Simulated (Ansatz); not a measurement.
AgPt:
```cif
data_Ag3Pt3
_chemical_formula_sum 'Ag3 Pt3'
_space_group_name_H-M_alt 'R-3m :H'
_space_group_IT_number 166
_space_group_name_Hall '-R 3 2"'
_cell_length_a 2.77119
_cell_length_b 2.77119
_cell_length_c 14.07817
_cell_angle_alpha 90.000
_cell_angle_beta 90.000
_cell_angle_gamma 120.000
loop_
_atom_site_label
_atom_site_type_symbol
_atom_site_symmetry_multiplicity
_atom_site_Wyckoff_symbol
_atom_site_fract_x
_atom_site_fract_y
_atom_site_fract_z
_atom_site_occupancy
Ag1 Ag 3 a 0.00000 0.00000 0.00000 1
Pt1 Pt 3 b 0.00000 0.00000 0.50000 1
```
(The calculation used a cell of 2 atoms; values per cell refer to that cell.)

Relaxed at zero pressure with PBEsol (plane waves, PAW; program Ansatz).

Question: The volume is lowered by 6 % and shape and atoms relax at that volume. What pressure results, and how do the axes share the change?

Answer: 14.5 GPa; a -1.8 %, b -1.8 %, c -2.4 %; the energy rises by 40 meV/atom.

Question: Give the new structure.

Answer: 
Space group R-3m, hexagonal axes (No. 166); a = 2.720 Å, b = 2.720 Å, c = 13.735 Å, α = 90.00°, β = 90.00°, γ = 120.00°

| atom | site | symmetry | x | y | z |
|---|---|---|---|---|---|
| Ag | 3a | -3m | 0.0000 | 0.0000 | 0.0000 |
| Pt | 3b | -3m | 0.0000 | 0.0000 | 0.5000 |

The phase is kept; no other phase was compared at this pressure.

The first step of the workflow began from a Materials Project structure, measured or hypothetical; the Crystallography Open Database copy checked does not list it. With Ag and Pt taken as one species the cell has the higher symmetry Fm-3m, so it may be an ordered model of a mixed-site phase. Its standing as an ambient phase is unchecked. Symmetry was held in the PBEsol relaxation; whether a distortion lowers the energy is not shown. No spin polarisation was allowed. Axis ratios of metals converge slowly with the k-mesh, so a and c are less sure than the volume. Scalar-relativistic: spin–orbit coupling is off unless named, which matters more the heavier the elements.

Potentials: the later of the program's two PAW sets.
